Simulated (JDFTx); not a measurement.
WC(0001) slab cut from bulk WC (space group P-6m2, indices of the conventional cell, lattice of the Materials Project entry mp-1894, not re-optimised): 5 atoms in 5 planes, a 1x1 cell of 7.37 Å² (|a| = 2.917, |b| = 2.917 Å), 5.6 Å between the outermost planes, W outermost, slab composition W3C2, cell height 21.7 Å, 8×8×1 k mesh, Fermi smearing 0.01 Ha, no spin polarisation. Whether this polymorph is the ambient one wasn't checked.

Method: PBE, GBRV ultrasoft potentials, plane waves to 20/100 Ha, in a modified build of JDFTx. Liquid on both sides: linear PCM (GLSSA13), water, 1 M NaCl; nuclei fixed. 

Charging data:

| U − U_pzc (V) | σ (μC/cm²) |
|---|---|
| -0.61 | -9.60 |
| 0.00 | 0.00 |
| 0.29 | 7.55 |

Working it through: a check of Lippmann's equation. The grand free energy per area against the neutral slab, Δγ = [F(N) − F(N₀) − μ(N − N₀)]/2A, is taken from the total energies of the same runs.

| U − U_pzc (V) | Δγ (mJ/m²) |
|---|---|
| -0.61 | -31.1 |
| 0.00 | 0.0 |
| 0.29 | -9.5 |

Δγ is largest at zero charge and falls away from it, as dγ/dU = −σ demands. At -0.61 V the computed -31.1 mJ/m² stands beside -29.4 mJ/m² from the constant-capacitance formula.
